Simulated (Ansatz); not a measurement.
Total density of states per atom from DFT-r²SCAN in the program Ansatz with PAW potentials, in 0.25 eV bins, energy from the Fermi level:

```json
[
 {"E (eV)": "-7.85", "states/eV/atom": "0.07"},
 {"E (eV)": "-7.60", "states/eV/atom": "0.09"},
 {"E (eV)": "-7.35", "states/eV/atom": "0.10"},
 {"E (eV)": "-7.10", "states/eV/atom": "0.11"},
 {"E (eV)": "-6.85", "states/eV/atom": "0.13"},
 {"E (eV)": "-6.60", "states/eV/atom": "0.15"},
 {"E (eV)": "-6.35", "states/eV/atom": "0.18"},
 {"E (eV)": "-6.10", "states/eV/atom": "0.23"},
 {"E (eV)": "-5.85", "states/eV/atom": "0.39"},
 {"E (eV)": "-5.60", "states/eV/atom": "0.38"},
 {"E (eV)": "-5.35", "states/eV/atom": "0.52"},
 {"E (eV)": "-5.10", "states/eV/atom": "0.77"},
 {"E (eV)": "-4.85", "states/eV/atom": "0.80"},
 {"E (eV)": "-4.60", "states/eV/atom": "0.91"},
 {"E (eV)": "-4.35", "states/eV/atom": "1.10"},
 {"E (eV)": "-4.10", "states/eV/atom": "1.19"},
 {"E (eV)": "-3.85", "states/eV/atom": "0.85"},
 {"E (eV)": "-3.60", "states/eV/atom": "0.51"},
 {"E (eV)": "-3.35", "states/eV/atom": "0.86"},
 {"E (eV)": "-3.10", "states/eV/atom": "2.46"},
 {"E (eV)": "-2.85", "states/eV/atom": "1.05"},
 {"E (eV)": "-2.60", "states/eV/atom": "0.55"},
 {"E (eV)": "-2.35", "states/eV/atom": "0.65"},
 {"E (eV)": "-2.10", "states/eV/atom": "0.56"},
 {"E (eV)": "-1.85", "states/eV/atom": "0.80"},
 {"E (eV)": "-1.60", "states/eV/atom": "1.35"},
 {"E (eV)": "-1.35", "states/eV/atom": "1.37"},
 {"E (eV)": "-1.10", "states/eV/atom": "1.18"},
 {"E (eV)": "-0.85", "states/eV/atom": "1.20"},
 {"E (eV)": "-0.60", "states/eV/atom": "1.02"},
 {"E (eV)": "-0.35", "states/eV/atom": "0.81"},
 {"E (eV)": "-0.10", "states/eV/atom": "0.53"},
 {"E (eV)": "0.15", "states/eV/atom": "0.37"},
 {"E (eV)": "0.40", "states/eV/atom": "0.49"},
 {"E (eV)": "0.65", "states/eV/atom": "0.26"},
 {"E (eV)": "0.90", "states/eV/atom": "0.52"},
 {"E (eV)": "1.15", "states/eV/atom": "0.56"},
 {"E (eV)": "1.40", "states/eV/atom": "0.63"},
 {"E (eV)": "1.65", "states/eV/atom": "0.99"},
 {"E (eV)": "1.90", "states/eV/atom": "1.65"},
 {"E (eV)": "2.15", "states/eV/atom": "1.39"},
 {"E (eV)": "2.40", "states/eV/atom": "0.86"},
 {"E (eV)": "2.65", "states/eV/atom": "0.55"},
 {"E (eV)": "2.90", "states/eV/atom": "0.25"},
 {"E (eV)": "3.15", "states/eV/atom": "0.39"},
 {"E (eV)": "3.40", "states/eV/atom": "0.69"},
 {"E (eV)": "3.65", "states/eV/atom": "0.67"},
 {"E (eV)": "3.90", "states/eV/atom": "0.72"},
 {"E (eV)": "4.15", "states/eV/atom": "1.39"},
 {"E (eV)": "4.40", "states/eV/atom": "1.23"}
]
```

Problem. Which of these materials gives this?
A) Ta3Os, Fm-3m (Ta on 8c, Ta on 4b, Os on 4a)
B) Al3Pd2, La2O3 or Ni2Al3 type
C) Na, simple cubic
D) BiClO, P4/nmm (Bi on 2c, Cl on 2c, O on 2a)

Solution. A, Ta3Os, Fm-3m (Ta on 8c, Ta on 4b, Os on 4a). Within 0.5 eV of the Fermi level: Ta 5d 68 %, Os 5d 18 %, outside the projected shells 7 %. Projections are on Löwdin-orthogonalised atomic valence shells; empty p or d shells of many metals are not among them.

The workflow started from a Materials Project entry (that database holds measured and hypothetical structures alike); the Crystallography Open Database copy checked does not list it. With Ta and Os taken as one species the cell has the higher symmetry Im-3m, so it may be an ordered model of a mixed-site phase. Whether it is the stable phase at ambient conditions was not checked. The cell was relaxed with r²SCAN under the symmetry of its start; its stability against distortions is not shown here. No spin polarisation was allowed. Spin–orbit coupling is left out wherever it is not named.

Potentials: the later of the program's two PAW sets.
